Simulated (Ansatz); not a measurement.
Data:

AlCo:
```xyz
4
Lattice="1.3327 -4.6022 0.0000 1.3327 4.6022 0.0000 0.0000 0.0000 3.9219" Properties=species:S:1:pos:R:3 pbc="T T T"
Al     1.3327    -1.4798     0.9805
Co     1.3327    -3.9507     0.9805
Al     1.3327     1.4798     2.9414
Co     1.3327     3.9507     2.9414
```
Starting moments (μB, in the order of the atoms Al Co Al Co): 0.0 0.4 0.0 0.4.

This is the PBEsol-relaxed structure.

Task: All from PBEsol (plane waves, PAW; program Ansatz), unless another level is named. Predict the formation energy from the elements (no fitted shifts).

Result: -0.28 eV/atom.

Task: Next, the density of states at the Fermi level?

Result: 0.95 states/eV per atom (mean over ±0.08 eV).

Space group Cmcm. The start of the workflow was typed in or built on a structure type; neither database checked (COD, Materials Project) lists it. Whether it is the stable phase at ambient conditions was not checked. The PBEsol relaxation kept the symmetry of its start; its stability against distortions is not shown here. Magnetic state: ferromagnetic, the only order run, not a proven ground state. The references are the lowest solids computed at this level, not always the standard phases.

Potentials: the later of the program's two PAW sets.
